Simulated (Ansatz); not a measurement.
InIr$_{3}$N (anti-perovskite, Pm-3m), a = b = c = 4.1607 Å, α = β = γ = 90.00°.

Relaxed with PBE.

Problem. Which orbitals make up the states near the Fermi level in PBE (plane waves, PAW; program Ansatz)?

Solution. Within 0.5 eV of the Fermi level: Ir 5d 82 %, N 2p 9 %. Projections are on Löwdin-orthogonalised atomic valence shells; empty p or d shells of many metals are not among them.

Problem. Tabulate the density of states.

Solution. States/eV per cell of 5 atoms, in 0.25 eV bins, energy from the Fermi level.

| E (eV) | total | Ir 5d | In 5p | N 2p |
|---|---|---|---|---|
| -7.85 | 1.86 | 0.61 | 0.09 | 0.82 |
| -7.60 | 2.92 | 1.11 | 0.08 | 1.01 |
| -7.35 | 5.39 | 2.05 | 0.12 | 1.31 |
| -7.10 | 2.61 | 0.90 | 0.04 | 1.13 |
| -6.85 | 1.58 | 0.51 | 0.02 | 0.96 |
| -6.60 | 0.90 | 0.28 | 0.03 | 0.54 |
| -6.35 | 0.69 | 0.23 | 0.08 | 0.30 |
| -6.10 | 0.67 | 0.25 | 0.15 | 0.16 |
| -5.85 | 0.78 | 0.35 | 0.22 | 0.05 |
| -5.60 | 1.27 | 0.63 | 0.36 | 0.04 |
| -5.35 | 3.07 | 1.87 | 0.69 | 0.10 |
| -5.10 | 4.18 | 2.91 | 0.71 | 0.19 |
| -4.85 | 7.29 | 5.34 | 1.16 | 0.29 |
| -4.60 | 5.92 | 4.71 | 0.82 | 0.12 |
| -4.35 | 3.73 | 2.98 | 0.49 | 0.06 |
| -4.10 | 3.27 | 2.68 | 0.37 | 0.05 |
| -3.85 | 3.44 | 2.95 | 0.29 | 0.04 |
| -3.60 | 5.36 | 4.86 | 0.29 | 0.04 |
| -3.35 | 2.54 | 2.36 | 0.06 | 0.04 |
| -3.10 | 5.55 | 4.93 | 0.24 | 0.17 |
| -2.85 | 6.97 | 5.98 | 0.42 | 0.23 |
| -2.60 | 4.27 | 3.53 | 0.40 | 0.10 |
| -2.35 | 4.79 | 4.30 | 0.16 | 0.07 |
| -2.10 | 3.39 | 3.07 | 0.10 | 0.03 |
| -1.85 | 4.34 | 4.14 | 0.05 | 0.03 |
| -1.60 | 6.66 | 6.36 | 0.04 | 0.06 |
| -1.35 | 6.44 | 6.17 | 0.04 | 0.04 |
| -1.10 | 3.02 | 2.75 | 0.08 | 0.05 |
| -0.85 | 2.78 | 2.39 | 0.05 | 0.18 |
| -0.60 | 2.44 | 2.12 | 0.04 | 0.19 |
| -0.35 | 2.99 | 2.64 | 0.05 | 0.17 |
| -0.10 | 5.22 | 4.25 | 0.09 | 0.55 |
| 0.15 | 5.19 | 4.29 | 0.16 | 0.38 |
| 0.40 | 3.18 | 2.36 | 0.19 | 0.32 |
| 0.65 | 3.87 | 2.42 | 0.43 | 0.38 |
| 0.90 | 2.80 | 1.53 | 0.25 | 0.30 |
| 1.15 | 2.39 | 1.15 | 0.19 | 0.25 |
| 1.40 | 2.11 | 0.88 | 0.17 | 0.20 |
| 1.65 | 0.99 | 0.34 | 0.17 | 0.09 |
| 1.90 | 1.46 | 0.51 | 0.32 | 0.12 |
| 2.15 | 2.34 | 0.84 | 0.47 | 0.17 |
| 2.40 | 3.10 | 1.09 | 0.70 | 0.25 |
| 2.65 | 2.69 | 0.96 | 0.65 | 0.25 |
| 2.90 | 1.49 | 0.48 | 0.49 | 0.17 |
| 3.15 | 2.14 | 0.63 | 0.76 | 0.24 |
| 3.40 | 1.94 | 0.54 | 0.67 | 0.20 |
| 3.65 | 2.38 | 0.63 | 0.74 | 0.29 |
| 3.90 | 2.27 | 0.56 | 0.72 | 0.27 |
| 4.15 | 1.98 | 0.48 | 0.61 | 0.25 |
| 4.40 | 1.27 | 0.33 | 0.42 | 0.17 |
| 4.65 | 0.96 | 0.19 | 0.23 | 0.10 |

The start of the workflow was typed in or built on a structure type; neither database checked (COD, Materials Project) lists it. Its standing as an ambient phase is unchecked. Symmetry was held in the PBE relaxation; its stability against distortions is not shown here. The workflow began spin-polarised and lost its moments. The volume moved by 16 % from the start of the relaxation. Its formation energy is positive at this level, so the cell may be metastable or incomplete. Spin–orbit coupling is left out wherever it is not named.

Potentials: the later of the program's two PAW sets.
